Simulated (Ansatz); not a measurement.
TiSi₂ (C49 type, space group Cmcm)

```
CELL_PARAMETERS angstrom
      1.77307    -6.78170     0.00000
      1.77307     6.78170     0.00000
      0.00000     0.00000     3.57984
ATOMIC_POSITIONS crystal
  Si 0.94083 0.05917 0.75000
  Si 0.05917 0.94083 0.25000
  Si 0.25028 0.74972 0.75000
  Si 0.74972 0.25028 0.25000
  Ti 0.60319 0.39681 0.75000
  Ti 0.39681 0.60319 0.25000
```

The slice is a (010) plane (indices of the conventional cell) through the point (0.250, 0.750, 0.750) (fractional), spanned by u = [110] and v = [001] in vectors of this cell: u (3.55 Å) and v (3.58 Å, at 90° to u). It covers one period; positions are fractions (u, v).

These are PBE (plane waves to 420 eV, PAW, scalar-relativistic; Ansatz, a first-principles code) values and carry that method's errors. k mesh 14×14×13. Inside the PAW spheres the values are not all-electron values, and peaks at nuclei hang on which shells count as valence. This is one of several known forms of TiSi2; the measured ambient cells at hand have space group No. 70. TiSi2 is run without spin polarisation. TiSi2 was relaxed with its symmetry unable to fall.

Task: What is the valence density on the shortest Si–Si line in this plane (2.52 Å), at its midpoint?

Result: 0.39 e/Å³.

Task: What is the ELF at the midpoint of the shortest Si–Si line in this plane (2.52 Å)?

Result: 0.76.

Task: The ELF has a maximum in the middle third of the Si–Si line. Where, and how high?

Result: 0.77, 1.1 Å from Si.

Task: Sketch the electrostatic potential energy of an electron, from the cell's mean on this plane as a map.

Result: 
```
|xxxxxxxx =*%@@@@@%*= xxxxxxx|
|xxxxxxxx =*%%@@@%%*= xxxxxxx|
|xxxxxxxx.=*#%%%%%#*=.xxxxxxx|
|xxxxxxx -+*********+- xxxxxx|
|xxxxxxx.-=++=====++=-.xxxxxx|
|xxxxxx.:---:.   .:---:.xxxxx|
|xxxx .:-:. xxxxxxx .:-:. xxx|
|  .:---:.xxxxxxxxxxx.:---:. |
|===++=-.xxxxxxxxxxxxx.-=++==|
|*****+- xxxxxxxxxxxxx -+****|
|%%%#*=.xxxxxxxxxxxxxxx.=*#%%|
|@@%%*= xxxxxxxxxxxxxxx =*%%@|
|@@@%*= xxxxxxxxxxxxxxx =*%@@|
|@@@%*= xxxxxxxxxxxxxxx =*%@@|
|@@@%*= xxxxxxxxxxxxxxx =*%@@|
|@@%%*= xxxxxxxxxxxxxxx =*%%@|
|%%%#*=.xxxxxxxxxxxxxxx.=*#%%|
|*****+- xxxxxxxxxxxxx -+****|
|===++=-.xxxxxxxxxxxxx.-=++==|
|  .:---:.xxxxxxxxxxx.:---:. |
|xxxx .:-:. xxxxxxx .:-:. xxx|
|xxxxxx.:---:.   .:---:.xxxxx|
|xxxxxxx.-=++=====++=-.xxxxxx|
|xxxxxxx -+*********+- xxxxxx|
|xxxxxxxx.=*#%%%%%#*=.xxxxxxx|
|xxxxxxxx =*%%@@@%%*= xxxxxxx|
|xxxxxxxx =*%@@@@@%*= xxxxxxx|
|xxxxxxxx =*%@@@@@%*= xxxxxxx|
```
Scale: ten equal steps from 2.00 (start of ' ') to 10.38 (end of '@'), in the order ' .:-=+*#%@'. Values: electrostatic potential energy of an electron, from the cell's mean, in eV. The map has 28 points along u (one character each, u = 0 at the left) and 28 along v (v = 0 in the bottom row). Points within 1 Å of a nucleus are blanked (x), as the pseudised field means little there. Values under 2 eV are set to 2. The zero, the cell's mean, hangs on the PAW cores.
